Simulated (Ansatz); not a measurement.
Consider the following.

Ge2Mo:
```
CELL_PARAMETERS angstrom
      0.00000     4.20726     4.44442
      2.39053     0.00000     4.44442
      2.39053     4.20726     0.00000
ATOMIC_POSITIONS crystal
  Ge 0.66485 0.33515 0.66485
  Ge 0.33515 0.66485 0.33515
  Ge 0.58515 0.91485 0.58515
  Ge 0.91485 0.58515 0.91485
  Mo 0.00000 0.00000 0.00000
  Mo 0.25000 0.25000 0.25000
```

This is the PBEsol-relaxed structure.

### Question
All from the program Ansatz at the PBEsol level (PAW), unless another level is named. Estimate the electronic character.

### Answer
metallic (no gap).

### Question
What about the density of states at the Fermi level?

### Answer
0.38 states/eV per atom (mean over ±0.08 eV).

### Question
And the formation energy from the elements (no fitted shifts)?

### Answer
-0.14 eV/atom.

Space group Fddd. A made-up cell: these elements were put on the sites of a structure type; neither database checked (COD, Materials Project) lists it. COD files the formula under space group No. 62. Its standing as an ambient phase is unchecked. The cell was relaxed with PBEsol under the symmetry of its start; its stability against distortions is not shown here. The run is not spin-polarised. The references are the lowest solids computed at this level, not always the standard phases. Scalar-relativistic: spin–orbit coupling is off unless named, which matters more the heavier the elements.

Potentials: the earlier of the program's two PAW sets. The files were generated under PBE; for other functionals the program regenerates the frozen cores, and for LDA and PBEsol the local potential too.
